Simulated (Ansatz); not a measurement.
The end point of a relaxation of SiO2. Space group P4₁2₁2 (No. 92), AFLOW prototype A2B_tP12_92_b_a (as in SiO2). All values below come from r2SCAN (plane waves to 500 eV, PAW, scalar-relativistic; Ansatz, a program for electronic structure).

```cif
data_O8Si4
_chemical_formula_sum 'Si4 O8'
_space_group_name_H-M_alt 'P41212'
_space_group_IT_number 92
_space_group_name_Hall 'P 4abw 2nw'
_cell_length_a 4.97954
_cell_length_b 4.97954
_cell_length_c 6.91660
_cell_angle_alpha 90.000
_cell_angle_beta 90.000
_cell_angle_gamma 90.000
loop_
_atom_site_label
_atom_site_type_symbol
_atom_site_symmetry_multiplicity
_atom_site_Wyckoff_symbol
_atom_site_fract_x
_atom_site_fract_y
_atom_site_fract_z
_atom_site_occupancy
Si1 Si 4 a 0.30247 0.30247 0.00000 1
O1 O 8 b 0.23816 0.10931 0.18145 1
```

Question: What is the computed band gap (r2SCAN)?

Answer: 6.35 eV, direct at Γ (no spin-orbit coupling).

No spin polarisation in the result.

The run could not lose the symmetry of its start; a randomly shaken copy of 12 atoms returns to this structure.
